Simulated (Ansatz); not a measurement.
One stationary structure of MgO. Computed with r2SCAN (plane waves to 500 eV, PAW, scalar-relativistic; Ansatz, a quantum-chemistry and plane-wave program).

```xyz
12
Lattice="3.2414 0.0000 0.0000 -1.6207 2.8072 0.0000 0.0000 0.0000 15.6864" Properties=species:S:1:pos:R:3 pbc="T T T"
Mg     0.0000     0.0000    15.6838
Mg     0.0000     0.0000     7.8406
Mg     1.6207     0.9357    13.0892
Mg     0.0000     1.8714     5.2460
Mg     1.6207     0.9357     2.6179
Mg     0.0000     1.8714    10.4611
O      0.0000     0.0000    13.7153
O      0.0000     0.0000     5.8721
O      1.6207     0.9357    11.1038
O      0.0000     1.8714     3.2606
O      1.6207     0.9357     0.6330
O      0.0000     1.8714     8.4762
```

**Question.** Determine the symmetry and give the standard cell with its independent sites.

**Answer.** Space group P6₃mc (No. 186); a = 3.2414 Å, b = 3.2414 Å, c = 15.6864 Å, α = 90.00°, β = 90.00°, γ = 120.00°

```json
[
 {"atom": "Mg", "site": "2a", "symmetry": "3m.", "x": "0.0000", "y": "0.0000", "z": "0.4998"},
 {"atom": "Mg", "site": "2b", "symmetry": "3m.", "x": "0.3333", "y": "0.6667", "z": "0.3344"},
 {"atom": "Mg", "site": "2b", "symmetry": "3m.", "x": "0.6667", "y": "0.3333", "z": "0.1669"},
 {"atom": "O", "site": "2a", "symmetry": "3m.", "x": "0.0000", "y": "0.0000", "z": "0.3743"},
 {"atom": "O", "site": "2b", "symmetry": "3m.", "x": "0.3333", "y": "0.6667", "z": "0.2079"},
 {"atom": "O", "site": "2b", "symmetry": "3m.", "x": "0.6667", "y": "0.3333", "z": "0.0404"}
]
```

This is the AFLOW prototype AB_hP12_186_a2b_a2b (B6, as in SiC).

**Question.** Give the shortest distances between elements (the closest pairs, up to four, under 3.6 Å).

**Answer.** Mg–O 1.97 Å; Mg–Mg 3.20 Å; O–O 3.21 Å.

```json
{
 "volume_per_atom": "11.89 Å³",
 "band_gap": "4.31 eV, direct at Γ (no spin-orbit coupling)"
}
```

No spin polarisation in the result.

The run could not lose the symmetry of its start.

The first start was generated by placing the elements on the sites of a structure type. Materials Project lists a structure of MgO in the same space group, P6₃mc (No. 186); the sites were not compared with it, nor with measured phases. Known forms of MgO include space group No. 225.
